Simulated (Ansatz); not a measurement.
Surface loss at microwave frequencies, Drude damping in the near infrared and electronic heat conduction all follow from the resistivity and the plasma energy of a metal.

The reference row is bcc W. Frequency 10 GHz, photon energy 0.8 eV, T = 300 K, Lorenz number 2.44×10⁻⁸ WΩ/K². All rows are cubic metals, run without spin polarisation.

Levels of theory (Ansatz, a plane-wave PAW program): resistivity, plasma energy, N(E_F): PBEsol, Boltzmann equation with harmonic phonons, 300 K, mean over directions.

Whether these are the forms stable at ambient conditions was not checked: Mg2La (Fd-3m, cF24); Be2Ag (Fd-3m, cF24); NaPt2 (Fd-3m, cF24). Spin–orbit coupling is left out unless named.

```
crystal              ρ (μΩ·cm)  ħω_p (eV)  N(E_F) (states/eV/atom)
-------------------  ---------  ---------  -----------------------
Mg2La (Fd-3m, cF24)         65        3.5                     0.95
Mo3Si (Pm-3n)               14        5.6                     0.44
bcc W, reference           5.1        7.9                     0.44
Be2Ag (Fd-3m, cF24)        6.1        5.8                     0.14
NaPt2 (Fd-3m, cF24)         13        5.1                     0.36
```

Model: R_s = √(πfμ₀ρ) = 6.283 mΩ × √(f ρ); ħγ = ħε₀ω_p²ρ = 0.1345 meV × (ħω_p)² ρ; quality = ω/γ; κ_e = L₀T/ρ = 732/ρ.

Compute surface resistance, damping ħγ, Drude quality and electronic κ for Mg2La (Fd-3m, cF24), showing the steps.


1. R_s = 6.283 × √(10 × 65) = 160 mΩ
2. ħγ = 0.1345 × 3.5² × 65 = 107 meV
3. Drude quality: 800/107 = 7.5
4. κ_e = 732/65 = 11 W/(m·K)

Put the candidates in order of Drude quality, highest first.

The same steps for every row:

| crystal | surface resistance (mΩ) | damping ħγ (meV) | Drude quality | electronic κ (W/(m·K)) |
|---|---|---|---|---|
| Mg2La (Fd-3m, cF24) | 160 | 107 | 7.5 | 11 |
| Mo3Si (Pm-3n) | 74 | 59.1 | 14 | 52 |
| bcc W, reference | 45 | 42.8 | 19 | 140 |
| Be2Ag (Fd-3m, cF24) | 49 | 27.6 | 29 | 120 |
| NaPt2 (Fd-3m, cF24) | 72 | 45.5 | 18 | 56 |

By Drude quality (highest first): Be2Ag (Fd-3m, cF24) (29 ± 5.4), bcc W (19 ± 3.5) ≈ NaPt2 (Fd-3m, cF24) (18 ± 3.3) ≈ Mo3Si (14 ± 2.6), Mg2La (Fd-3m, cF24) (7.5 ± 1.4). The ± follows from allowances picked for this note (resistivity 12 %, plasma energy 4 %, 12 % for the model), carried to first order and added in quadrature; ≈ joins neighbours closer than their two ± added in quadrature. At the edge of that rule, so that a last digit could turn the call: Mo3Si and NaPt2 (Fd-3m, cF24). 1 of the 4 others clearly beat the reference on this figure.

Only phonon scattering is included, so films lose more. Interband absorption, often the larger optical loss, is outside the Drude quality. Resistivities move by up to 12 % from half the mesh. The rows are a sample of cubic metals; oxides, V to Ni (no spin in these runs) and Tl, Pb, Bi were not drawn. Limits of the draw: cubic metals without O, V to Ni, Tl, Pb or Bi. As a rule kept out of such tables: 4f compounds, open-shell compounds run without a Hubbard term, cells found unstable in the tests at hand, cells close to a higher symmetry, and runs set to a pressure or over 12 % in volume from the crystal's fullest run.
